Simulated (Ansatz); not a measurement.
Fe$_{3}$Ge in space group P6_3/mmc (No. 194; Fe on 6h, Ge on 2c) at seven volumes, the program Ansatz at the r²SCAN level (PAW), shape and atoms relaxed at each. One row is withheld.

| V (Å³/atom) | P (GPa) |
|---|---|
| 11.152 | 16.36 |
| 11.520 | 10.01 |
| 11.888 | 4.98 |
| 12.255 | 0.00 |
| 12.623 | ? |
| 12.991 | -7.38 |
| 13.358 | -9.85 |

Problem. Fit the shown pressures and predict the withheld one.

Solution. P = (3/2)B₀(x^(7/2) − x^(5/2))[1 + (3/4)(B′ − 4)(x − 1)] with x = (V₀/V)^(2/3). Least squares on the six rows gives V₀ = 12.266 Å³/atom, B₀ = 141 GPa, B′ = 4.24. At V = 12.623, x = 0.9811 and P = -3.81 GPa. The run itself gave -4.21 GPa.

The workflow started from a Materials Project entry (that database holds measured and hypothetical structures alike); the Crystallography Open Database files this formula in space group No. 194, but the cells were not matched. Its standing as an ambient phase is unchecked. The r²SCAN relaxation kept the symmetry of its start; whether a distortion lowers the energy is not shown. Spin order of the final state: ferromagnetic, chosen from 3 collinear starts compared on coarse meshes (ties went to the first, and starts can fall back to one state), not a proven ground state. Other orbital occupations within this spin state were not tried.

Potentials: the later of the program's two PAW sets.
